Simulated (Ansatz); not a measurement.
All numbers below come from DFT PBE, scalar-relativistic, plane waves, PAW in Ansatz 0.2.0. Settings: cutoff 420 eV, Γ-centred meshes spaced at most about 0.3 Å⁻¹, and about 0.25 Å⁻¹ or finer for metals (2π included), Gaussian smearing. Collinear spin in cells that started with moments and kept them past the coarse steps, no spin elsewhere.

These are static total energies at zero pressure. All come from trial cells, and lower structures may exist.

Question: Order these relaxed structures of Li4Al2Mo by energy, lowest first, with the energy over the lowest of them.
A.

```
CELL_PARAMETERS angstrom
5.28745 0.00000 0.00000
-2.64373 4.57907 0.00000
0.00000 0.00000 4.88732
ATOMIC_POSITIONS crystal
Li 0.50000 0.00000 0.00000
Li 0.00000 0.50000 0.00000
Li 0.50000 0.50000 0.00000
Li 0.00000 0.00000 0.50000
Al 0.33333 0.66667 0.50000
Al 0.66667 0.33333 0.50000
Mo 0.00000 0.00000 0.00000
```

B.

```
CELL_PARAMETERS angstrom
5.37887 0.00000 0.00000
0.00000 5.37887 0.00000
0.00000 0.00000 4.91487
ATOMIC_POSITIONS crystal
Li 0.20749 0.50000 0.00000
Li 0.79251 0.50000 0.00000
Li 0.50000 0.20749 0.00000
Li 0.50000 0.79251 0.00000
Al 0.00000 0.50000 0.50000
Al 0.50000 0.00000 0.50000
Mo 0.50000 0.50000 0.50000
```

Answer: B (0 meV/atom), A (91 meV/atom). Forms: B P4/mmm, moments up to 0.6 μB; A P6/mmm, moments up to 2.3 μB. Counting all near atoms (those within 1.25 times the shortest distance at each site; a plus sign parts nearer from farther groups; a slash parts the counts of unlike sites): B has Li 3+2, Al 6, Mo 12; A has Li 2+6/10, Al 12, Mo 8. Even the lowest lies +0.51 eV/atom against the elements.

The magnetic state reached may not be the lowest. Cells relaxed within their symmetry can be saddle points. Some candidate types were left out of the draw beforehand, so a known form may be missing.
